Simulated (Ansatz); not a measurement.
KCrF$_{3}$ (cubic perovskite, Pm-3m) under volume change, DFT-r²SCAN in the program Ansatz with PAW potentials, scaled uniformly.

```tsv
V (Å³/atom)	E − E(relaxed) (meV/atom)	P (GPa)
12.858	?	?
13.282	13.9	5.58
13.706	?	?
14.130	0.0	0.00
14.554	2.9	-2.16
14.978	11.1	-3.98
15.402	23.7	-5.51
```

Problem. What belongs in the gaps?

Solution. 
- 12.858, E − E(relaxed) (meV/atom): 33.3
- 12.858, P (GPa): 9.18
- 13.706, E − E(relaxed) (meV/atom): 3.3
- 13.706, P (GPa): 2.55

Problem. What does a third-order Birch–Murnaghan fit give for V₀, B₀ and B′?

Solution. V₀ = 14.13 Å³/atom, B₀ = 78.1 GPa, B′ = 4.6.

The workflow started from a Materials Project entry (that database holds measured and hypothetical structures alike); the Crystallography Open Database copy checked does not list it. COD files the formula under space group No. 12, 140. Whether it is the stable phase at ambient conditions was not checked. Symmetry was held in the r²SCAN relaxation; whether a distortion lowers the energy is not shown. Spin order of the final state: ferromagnetic, chosen from 2 collinear starts compared on coarse meshes (ties went to the first, and starts can fall back to one state), not a proven ground state. Other orbital occupations within this spin state were not tried. No Hubbard U is applied.

Potentials: the later of the program's two PAW sets.
